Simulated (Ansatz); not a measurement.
The elements of this relaxed trial crystal are hidden behind letters.

```
lattice vectors (Å)
   3.5948    2.0755    3.4263
  -3.5948    2.0755    3.4263
   0.0000   -4.1509    3.4263
fractional positions
X 0.6726 0.6726 0.6726
X 0.3274 0.3274 0.3274
Z 0.0000 0.0000 0.0000
Q 0.0000 0.5000 0.0000
Q 0.5000 0.0000 0.0000
Q 0.0000 0.0000 0.5000
```

The calculation used Ansatz 0.2.0, DFT PBE, scalar-relativistic, plane waves, PAW. Cutoff 420 eV, Γ-centred 6×6×6 mesh (6-atom cell), Gaussian smearing of 0.10 eV, no spin polarisation.

```
Space group                              : R-3m (No. 166)
Conventional cell                        : a = 7.190 Å, c = 10.279 Å
Volume per atom                          : 25.56 Å³
Density                                  : 4.47 g/cm³
Energy over the elements                 : +0.04 eV/atom
Gap on the 6×6×6 mesh of the 6-atom cell : 0 eV (a metal)
```

Energies are uncorrected and count from the elements' standard states at the same level.

Problem. X is a p-block element of period 5, Z is a p-block element of period 4 and Q is a p-block element of period 3. Which elements are they?

Solution. X = Sn, Z = Se, Q = S, so the formula is Sn2SeS3. Density times volume gives a mean mass of 4.47 × 25.56/1.6605 = 68.8 u per atom, and this set has 68.8 u. Sn is surrounded by 3 S at 2.65 Å, 1 Se at 3.36 Å, 1 Sn at 3.55 Å, 6 S at 4.01 Å, 3 Se at 4.15 Å and 3 Sn at 4.15 Å; around Se lie 6 S at 2.69 Å; around S lie 2 Sn at 2.65 Å and 2 Se at 2.69 Å. Other sets within the hints have nearly the same mass, so mass alone doesn't settle it; this one was computed.

Symmetry constrained the relaxation, so the result can be a saddle point. Another cell of Sn2SeS3 relaxed alike, in P-4m2, lies 172 meV/atom lower, so this cell isn't the stable form at this level.
